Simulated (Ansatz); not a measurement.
**PbS2, first-principles data**

PbS$_{2}$:
```cif
data_Pb2S4
_chemical_formula_sum 'Pb2 S4'
_space_group_name_H-M_alt 'P 1'
_space_group_IT_number 1
_cell_length_a 5.76063
_cell_length_b 5.76063
_cell_length_c 5.76063
_cell_angle_alpha 115.445
_cell_angle_beta 115.445
_cell_angle_gamma 98.090
loop_
_space_group_symop_operation_xyz
  'x, y, z'
loop_
_atom_site_label
_atom_site_type_symbol
_atom_site_fract_x
_atom_site_fract_y
_atom_site_fract_z
_atom_site_occupancy
Pb1 Pb 0.75000 0.75000 0.00000 1
Pb2 Pb 0.25000 0.25000 0.00000 1
S1 S 0.11944 0.61944 0.73888 1
S2 S 0.88056 0.38056 0.26112 1
S3 S 0.61944 0.88056 0.50000 1
S4 S 0.38056 0.11944 0.50000 1
```

Space group I4/mcm (No. 140); conventional cell a = 6.153 Å, b = 6.153 Å, c = 7.552 Å, α = 90.00°, β = 90.00°, γ = 90.00°.

Method: r²SCAN (plane waves, PAW; program Ansatz). Geometry: relaxed at this level of theory. Other levels are named where they apply.

**Cell and energy**

- Volume per atom = 23.82 Å³
- Density = 6.30 g/cm³
- Formation energy from the elements (no fitted shifts) = -0.40 eV/atom

**Electronic structure**

Band gap: 0.28 eV (indirect)
Valence-band maximum: at M
Conduction-band minimum: on the X–R line, 80 % of the way from X (4 equivalent valleys)
Smallest direct gap on the standard path: 1.04 eV
Electron effective mass: 0.17, 0.18, 0.20 mₑ (principal values)
Hole effective mass: 0.15, 0.23, 0.23 mₑ (principal values)
HSE06 gap on the r²SCAN cell: 0.53 eV
Gap with spin–orbit coupling: none (metallic)

**Mechanics**

* **Bulk modulus (Birch–Murnaghan fit)**: 57.3 GPa
* **Pressure derivative B′**: 4.7

**Charges**

* **Bader charges**: Pb +1.09, S -0.54 e

The workflow started from a Materials Project entry (that database holds measured and hypothetical structures alike); the Crystallography Open Database copy checked does not list it. Whether it is the stable phase at ambient conditions was not checked. The cell was relaxed with r²SCAN under the symmetry of its start; its stability against distortions is not shown here. The references are the lowest solids computed at this level, not always the standard phases. Spin–orbit coupling is left out wherever it is not named.

Potentials: the later of the program's two PAW sets.
